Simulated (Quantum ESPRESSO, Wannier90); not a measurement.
## Sn (diamond): Wannier90 run

```
CELL_PARAMETERS angstrom
      0.00000     3.28498     3.28498
      3.28498     0.00000     3.28498
      3.28498     3.28498     0.00000
ATOMIC_POSITIONS crystal
  Sn 0.50000 0.50000 0.50000
  Sn 0.75000 0.75000 0.75000
```

Materials Project entry mp-117; symmetrised, unrelaxed at this level. COD (Crystallography Open Database) has the formula in 5 space groups, this one among them (matched by group alone). Computed values, not measurements, from PBEsol: Quantum ESPRESSO (norm-conserving PseudoDojo potentials, cutoff 58 Ry, spinors with spin-orbit coupling) on a Γ-centred 6×6×6 mesh, then Wannier90. Density: 12×12×12 mesh, cold smearing 0.01 Ry.

The plane-wave run has 50 bands and 28 electrons a cell. On the energy scale of pw.x, whose zero is arbitrary, the Fermi level lies at 7.46 eV.

Isolated groups of bands, relative to the Fermi level (bands from 21 on overlap up to the last one computed):

```
bands  from (eV)  to (eV)  filling  weight on atomic waves
-----  ---------  -------  -------  ----------------------
1–8       -22.09   -21.97   filled             Sn 4d 100 %
9–20      -21.16   -20.80   filled             Sn 4d 100 %
```

Input w.win, without the blocks of cell, atoms and k-points (216 lines):

```
num_bands = 30
num_wann = 16
exclude_bands = 1-20
spinors = true
num_iter = 800
conv_tol = 1.0e-6
conv_window = 4
dis_num_iter = 1000
dis_conv_tol = 1.0e-6
dis_froz_max = 8.96
write_hr = true
write_u_matrices = true
begin projections
Sn: s;p
end projections
mp_grid = 7 6 6
```

**Question.** Check the input against the numbers above: what is wrong, and how is it mended?

**Answer.** wannier90.x -pp stops with:
```
Error: Wrong number of lines in block kpoints
```
The product of the three numbers of mp_grid differs from the number of lines in the kpoints block. Mended as below, all else unchanged, the run goes through (Ω_I = 29.9 Å²) and follows the plane-wave bands to 14 meV rms (states up to 1.0 eV relative to the Fermi level).
```
mp_grid = 6 6 6
```
